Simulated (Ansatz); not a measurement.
SrZn₂ in space group Imma (No. 74; Sr on 4e, Zn on 8h), r²SCAN in the plane-wave PAW code Ansatz, all energies at zero smearing, with the estimated change up to a 700 eV cutoff added, with one set of potentials and settings (totals compare only within such a set). Cell of 6 atoms (2 Sr, 4 Zn): -20414.403 eV.

```csv
element,reference phase,E (eV/atom)
Sr,"P6_3/mmc, 2 atoms in the cell",-3555.1144
Zn,"P6_3/mmc, 2 atoms in the cell",-3325.6729
```

Formation energy per atom, worked out: (-20414.403 − 2×(-3555.1144) − 4×(-3325.6729))/6 = -0.247 eV/atom (-24 kJ per mol of atoms), at 0 K, without zero-point energy or fitted corrections.

The first step of the workflow began from a Materials Project structure, measured or hypothetical; the Crystallography Open Database files this formula in space group No. 74, but the cells were not matched. Whether it is the stable phase at ambient conditions was not checked. The r²SCAN relaxation kept the symmetry of its start; its stability against distortions is not shown here. The references are the lowest solids computed at this level, not always the standard phases.

Potentials: the later of the program's two PAW sets.
